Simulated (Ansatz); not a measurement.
ScCo3B2:
```xyz
6
Lattice="4.9183 0.0000 0.0000 -2.4592 4.2594 0.0000 0.0000 0.0000 2.8838" Properties=species:S:1:pos:R:3 pbc="T T T"
Sc     0.0000     0.0000     0.0000
B      0.0000     2.8396     0.0000
B      2.4592     1.4198     0.0000
Co     2.4592     0.0000     1.4419
Co     1.2296     2.1297     1.4419
Co    -1.2296     2.1297     1.4419
```
The run is spin-polarised; directions of the spins, atom by atom: 0 0 0 ↑ ↑ ↑.

Relaxed with r²SCAN.

Problem. Give the Bader charges and basin volumes of the independent atoms, r²SCAN (plane waves, PAW; program Ansatz).

Solution. 

```csv
atom,Bader charge (e),Bader volume (Å³)
Sc1,+1.61,10.1
B2,-0.42,8.1
Co4,-0.25,11.4
```

Space group P6/mmm. The workflow started from an entry of the Crystallography Open Database (COD). Whether it is the stable phase at ambient conditions was not checked. The cell was relaxed with r²SCAN under the symmetry of its start, as lowered by the spin order; its stability against distortions is not shown here. Spin order of the final state: ferrimagnetic, the only order run, not a proven ground state. The program gave a warning on the electronic state, which may not be the lowest.

Potentials: the later of the program's two PAW sets.
